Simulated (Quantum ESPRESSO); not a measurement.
Ta$_{2}$AlCu$_{3}$Ru$_{2}$ (simulated cell), Ta$_{2}$AlGa$_{2}$Ru$_{3}$ (simulated cell) (calculated)

Calculation on a made-up metal alloy cell, not a measurement: no spin or spin-orbit, unrelaxed, 2900 K smearing, stress positive in tension, cell energy less fitted offsets; periodic Kohn-Sham density functional theory in plane waves with PseudoDojo standard norm-conserving scalar-relativistic pseudopotentials, each functional with its own files (v0.5 for PBE, v0.4.1 for LDA and PBEsol), eight atoms on drawn sites of a strained close-packed or body-centred lattice, each displaced and held fixed; the energy is the cell's free energy, ions and the entropy term -TS included, at the stated Fermi-Dirac width, less a fixed offset for each atom's element (shifted free energy); compositions with an open d shell lost a parallel starting moment in a cheaper test run, and other magnetic orders were not tried; an error bar is the largest change of its kind in a tighter rerun, never given below 0.002 eV, 0.02 GPa or 0.003 eV/angstrom, and covers cutoff and k-mesh only, not smearing or the files. Program: Quantum ESPRESSO 7.5.

Common to all runs: functional pbe; fermi dirac smearing 0.25 eV; electrons removed 0; run command mpirun -np 4 pw.x -nk 4 -in in; k mesh 5 x 5 x 5 shifted half a step off Gamma on each axis.

Notes on all entries: heavy elements are run without spin-orbit coupling, which real alloys of them have; a spin test at this wide smearing found no moment, but such smearing suppresses magnetism that the real alloy may have; lattice, volume and sites are drawn at random and may be unstable or far from any real phase; energies are for the whole cell, less offsets fitted to these runs, so they are not formation energies.

(1) 
```cif
# cell vector a (Å): 0.0702 4.6652 0.0526
# cell vector b (Å): 2.7279 0.0901 4.5097
# cell vector c (Å): 2.7179 -0.0090 -4.5035
data_Ta2AlCu3Ru2
_symmetry_space_group_name_H-M 'P 1'
_symmetry_Int_Tables_number 1
_cell_length_a 4.6660
_cell_length_b 5.2713
_cell_length_c 5.2601
_cell_angle_alpha 117.717
_cell_angle_beta 90.206
_cell_angle_gamma 88.022
_cell_volume 114.45
loop_
_atom_site_label
_atom_site_type_symbol
_atom_site_fract_x
_atom_site_fract_y
_atom_site_fract_z
_atom_site_occupancy
Ru1 Ru 0.98708 0.01670 0.01415 1
Al1 Al 0.99642 0.49074 0.49246 1
Cu1 Cu 0.31316 0.22121 0.74443 1
Ta1 Ta 0.33301 0.75089 0.26637 1
Ru2 Ru 0.52987 0.23724 0.27015 1
Cu2 Cu 0.50468 0.74419 0.74436 1
Cu3 Cu 0.82855 0.01549 0.50715 1
Ta2 Ta 0.84842 0.48530 0.97711 1
_calc_lattice_type 'hexagonal close-packed'
_calc_cutoff 1252  # eV
_calc_run_processor 'AMD EPYC, Zen 5, virtual cores'
_calc_entropy_term_negative_ts -1.419  # eV
_calc_pressure 6.16  # GPa
_calc_stress_xx -5.08  # GPa
_calc_stress_yy -8.68  # GPa
_calc_stress_zz -4.71  # GPa
_calc_stress_yz -0.21  # GPa
_calc_stress_xz 4.68  # GPa
_calc_stress_xy 3.56  # GPa
_calc_shifted_free_energy -0.482  # eV
```

Atoms:
```csv
atoms element,atom site,atom energy offset (eV)
Ru,1,-2750.51
Al,2,-63.26
Cu,3,-5159.25
Ta,4,-1771.44
Ru,5,-2750.51
Cu,6,-5159.25
Cu,7,-5159.25
Ta,8,-1771.44
```

Forces:
```csv
site,x (eV/Å),y (eV/Å),z (eV/Å)
1,-1.355,1.103,-0.326
2,0.516,0.567,0.24
3,0.425,1.214,-0.047
4,-0.406,0.447,0.709
5,-0.009,-2.093,0.93
6,0.416,-0.335,-0.254
7,-0.666,0.553,-0.978
8,1.079,-1.454,-0.274
```

Notes: the copper pseudopotential is less sure than most, with forces differing by about three percent and pressure by about two GPa from a second method on plain copper; error bars: energy 0.002 eV, stress 0.02 GPa, force 0.011 eV/Å, from a tighter rerun of this cell; 18 SCF iterations, 244 s of wall time on a shared machine.

(2) 
```cif
# cell vector a (Å): 2.0410 3.9095 1.9229
# cell vector b (Å): 0.0539 3.8923 -3.8653
# cell vector c (Å): -3.8774 3.8176 -0.0209
data_Ta2AlGa2Ru3
_symmetry_space_group_name_H-M 'P 1'
_symmetry_Int_Tables_number 1
_cell_length_a 4.8112
_cell_length_b 5.4857
_cell_length_c 5.4414
_cell_angle_alpha 60.429
_cell_angle_beta 74.557
_cell_angle_gamma 72.596
_cell_volume 117.96
loop_
_atom_site_label
_atom_site_type_symbol
_atom_site_fract_x
_atom_site_fract_y
_atom_site_fract_z
_atom_site_occupancy
Ta1 Ta 0.99639 0.99923 0.00624 1
Ru1 Ru 0.99964 0.99980 0.49738 1
Ga1 Ga 0.00036 0.49902 0.99591 1
Al1 Al 0.99212 0.49729 0.50650 1
Ru2 Ru 0.50283 0.25007 0.24383 1
Ru3 Ru 0.49877 0.25557 0.74667 1
Ga2 Ga 0.50525 0.74730 0.24037 1
Ta2 Ta 0.51172 0.75227 0.73734 1
_calc_lattice_type 'face-centred cubic'
_calc_cutoff 1143  # eV
_calc_run_processor 'Intel Xeon, older, virtual cores'
_calc_entropy_term_negative_ts -1.188  # eV
_calc_pressure 8.48  # GPa
_calc_stress_xx -10.34  # GPa
_calc_stress_yy -10.47  # GPa
_calc_stress_zz -4.64  # GPa
_calc_stress_yz -2.93  # GPa
_calc_stress_xz -1.34  # GPa
_calc_stress_xy 6.55  # GPa
_calc_shifted_free_energy -1.908  # eV
```

Atoms:
```csv
atoms element,atom site,atom energy offset (eV)
Ta,1,-1771.44
Ru,2,-2750.51
Ga,3,-2081.03
Al,4,-63.26
Ru,5,-2750.51
Ru,6,-2750.51
Ga,7,-2081.03
Ta,8,-1771.44
```

Forces:
```csv
site,x (eV/Å),y (eV/Å),z (eV/Å)
1,-0.233,-0.375,-0.842
2,-0.073,0.171,0.574
3,-0.061,0.723,0.655
4,0.898,-0.004,1.149
5,-0.161,0.138,-0.75
6,0.475,-0.201,-0.06
7,-0.67,-0.079,-0.125
8,-0.175,-0.374,-0.599
```

Notes: error bars: energy 0.0049 eV, stress 0.073 GPa, force 0.005 eV/Å, from a tighter rerun of a related cell, whose elements or sites may differ; 14 SCF iterations, 223 s of wall time on a shared machine.

(3) 
```cif
# cell vector a (Å): 2.0410 3.9095 1.9229
# cell vector b (Å): 0.0539 3.8923 -3.8653
# cell vector c (Å): -3.8774 3.8176 -0.0209
data_Ta2AlGa2Ru3
_symmetry_space_group_name_H-M 'P 1'
_symmetry_Int_Tables_number 1
_cell_length_a 4.8112
_cell_length_b 5.4857
_cell_length_c 5.4414
_cell_angle_alpha 60.429
_cell_angle_beta 74.557
_cell_angle_gamma 72.596
_cell_volume 117.96
loop_
_atom_site_label
_atom_site_type_symbol
_atom_site_fract_x
_atom_site_fract_y
_atom_site_fract_z
_atom_site_occupancy
Ru1 Ru 0.99639 0.99923 0.00624 1
Ru2 Ru 0.99964 0.99980 0.49738 1
Ru3 Ru 0.00036 0.49902 0.99591 1
Ta1 Ta 0.99212 0.49729 0.50650 1
Ga1 Ga 0.50283 0.25007 0.24383 1
Al1 Al 0.49877 0.25557 0.74667 1
Ga2 Ga 0.50525 0.74730 0.24037 1
Ta2 Ta 0.51172 0.75227 0.73734 1
_calc_lattice_type 'face-centred cubic'
_calc_cutoff 1143  # eV
_calc_run_processor 'Intel Xeon, older, virtual cores'
_calc_entropy_term_negative_ts -1.25  # eV
_calc_pressure 9.83  # GPa
_calc_stress_xx -8.4  # GPa
_calc_stress_yy -10.59  # GPa
_calc_stress_zz -10.49  # GPa
_calc_stress_yz 4  # GPa
_calc_stress_xz 4.45  # GPa
_calc_stress_xy 7.28  # GPa
_calc_shifted_free_energy -1.652  # eV
```

Atoms:
```csv
atoms element,atom site,atom energy offset (eV)
Ru,1,-2750.51
Ru,2,-2750.51
Ru,3,-2750.51
Ta,4,-1771.44
Ga,5,-2081.03
Al,6,-63.26
Ga,7,-2081.03
Ta,8,-1771.44
```

Forces:
```csv
site,x (eV/Å),y (eV/Å),z (eV/Å)
1,0.409,0.032,0.182
2,0.032,0.01,-0.274
3,-0.067,0.287,0.257
4,1.194,0.07,0.928
5,0.228,0.125,0.082
6,-0.445,0.027,0.795
7,0.146,-0.066,-0.57
8,-1.497,-0.486,-1.4
```

Notes: error bars: energy 0.0049 eV, stress 0.073 GPa, force 0.005 eV/Å, from a tighter rerun of this cell; 14 SCF iterations, 221 s of wall time on a shared machine.

(4) 
```cif
# cell vector a (Å): 2.0410 3.9095 1.9229
# cell vector b (Å): 0.0539 3.8923 -3.8653
# cell vector c (Å): -3.8774 3.8176 -0.0209
data_Ta2AlGa2Ru3
_symmetry_space_group_name_H-M 'P 1'
_symmetry_Int_Tables_number 1
_cell_length_a 4.8112
_cell_length_b 5.4857
_cell_length_c 5.4414
_cell_angle_alpha 60.429
_cell_angle_beta 74.557
_cell_angle_gamma 72.596
_cell_volume 117.96
loop_
_atom_site_label
_atom_site_type_symbol
_atom_site_fract_x
_atom_site_fract_y
_atom_site_fract_z
_atom_site_occupancy
Ga1 Ga 0.99639 0.99923 0.00624 1
Ta1 Ta 0.99964 0.99980 0.49738 1
Ru1 Ru 0.00036 0.49902 0.99591 1
Ta2 Ta 0.99212 0.49729 0.50650 1
Ru2 Ru 0.50283 0.25007 0.24383 1
Al1 Al 0.49877 0.25557 0.74667 1
Ru3 Ru 0.50525 0.74730 0.24037 1
Ga2 Ga 0.51172 0.75227 0.73734 1
_calc_lattice_type 'face-centred cubic'
_calc_cutoff 1143  # eV
_calc_run_processor 'Intel Xeon, older, virtual cores'
_calc_entropy_term_negative_ts ?
_calc_stress_xy ?
_calc_stress_yz ?
_calc_stress_xz ?
```

Atoms:
```csv
atoms element,atom site,atom energy offset (eV)
Ga,1,-2081.03
Ta,2,-1771.44
Ru,3,-2750.51
Ta,4,-1771.44
Ru,5,-2750.51
Al,6,-63.26
Ru,7,-2750.51
Ga,8,-2081.03
```

Notes: error bars: energy 0.0049 eV, stress 0.073 GPa, force 0.005 eV/Å, from a tighter rerun of a related cell, whose elements or sites may differ; 13 SCF iterations, 211 s of wall time on a shared machine.

Question: Give the missing entropy term negative ts for Ta$_{2}$AlGa$_{2}$Ru$_{3}$ (simulated cell) (entry 4).
Answer: -1.349 eV

Question: What stress xy does the calculation give for Ta$_{2}$AlGa$_{2}$Ru$_{3}$ (simulated cell) (entry 4)?
Answer: -1.01 GPa

Question: Estimate the stress yz of Ta$_{2}$AlGa$_{2}$Ru$_{3}$ (simulated cell) (entry 4).
Answer: 1.73 GPa

Question: Estimate the stress xz of Ta$_{2}$AlGa$_{2}$Ru$_{3}$ (simulated cell) (entry 4).
Answer: -3.68 GPa

Further results for Ta$_{2}$AlGa$_{2}$Ru$_{3}$ (simulated cell) (entry 4):

* pressure: 9.42 GPa
* stress xx: -4.76 GPa
* stress yy: -11.48 GPa
* stress zz: -12.01 GPa
* shifted free energy: -1.568 eV

Forces:
```csv
site,x (eV/Å),y (eV/Å),z (eV/Å)
1,0.094,-0.423,0.018
2,0.239,0.498,0.013
3,0.636,-0.055,-0.073
4,1.411,-0.17,0.244
5,-0.41,0.484,0.19
6,-0.724,-0.126,-0.13
7,-0.25,-0.073,-0.086
8,-0.996,-0.135,-0.175
```
